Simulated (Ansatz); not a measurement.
**Several inputs for TiH8N2F6**

Cell: a structure deposited in the COD, ions relaxed with PBE at fixed cell.

```cif
data_TiH8N2F6
_symmetry_space_group_name_H-M 'P-3m1'
_symmetry_Int_Tables_number 164
_cell_length_a 5.9200
_cell_length_b 5.9200
_cell_length_c 4.7020
_cell_angle_alpha 90.000
_cell_angle_beta 90.000
_cell_angle_gamma 120.000
loop_
_atom_site_label
_atom_site_type_symbol
_atom_site_symmetry_multiplicity
_atom_site_Wyckoff_symbol
_atom_site_fract_x
_atom_site_fract_y
_atom_site_fract_z
Ti Ti 1 a 0.0000 0.0000 0.0000
H2 H 2 d 0.6667 0.3333 0.9106
H4 H 6 i 0.7610 0.5220 0.6163
N N 2 d 0.6667 0.3333 0.6919
F F 6 i 0.3030 0.1515 0.2276
```

One atom of each set is listed.

Reference run. Computed with Ansatz: DFT, PBE, plane waves and PAW, scalar-relativistic, 420 eV cutoff, Γ-centred 5×5×5 k-points, Fermi–Dirac smearing 0.02 eV.

It gives V_zz (10²¹ V/m²) F 4.53 (η 0.08), H2 3.12 (η 0.00), Ti 0.58 (η 0.00), among others. Each of these runs changes the input as listed (caps on SCF iterations aside):

A. basis.ecutrho_ratio: not typed → 1
B. scf.convergence.dr2_threshold: not typed → 1e-11; basis.ecutwfc: not typed → 550 eV

Problem. Which of these changes matter for the gradients?

Solution. 

| run | F V_zz (η) | H2 V_zz (η) | Ti V_zz (η) | largest change of a gradient tensor, all atoms | note |
| --- | --- | --- | --- | --- | --- |
| A | 3.78 (0.14) | 3.11 (0.00) | 0.81 (0.00) | 0.75 | converged; cutoff below the recommended one |
| B | 4.55 (0.08) | 3.09 (0.00) | 0.58 (0.00) | 0.03 | converged |

Run A moves them most, on F (V_zz from 4.53 to 3.78); against its own size the tensor moves most on Ti among sites above 0.3 (by 0.23, V_zz from 0.58 to 0.81). Run A holds a density cutoff far too low, so its numbers aren't properties of the crystal.

Run B changes scf.convergence.dr2_threshold, basis.ecutwfc together, so the table can't tell their shares apart.

On the reference run: The lattice is static: at room temperature ammonium may turn and average the couplings of its hydrogen. The entry's hydrogen positions were far off; the other atoms hardly move on relaxation.
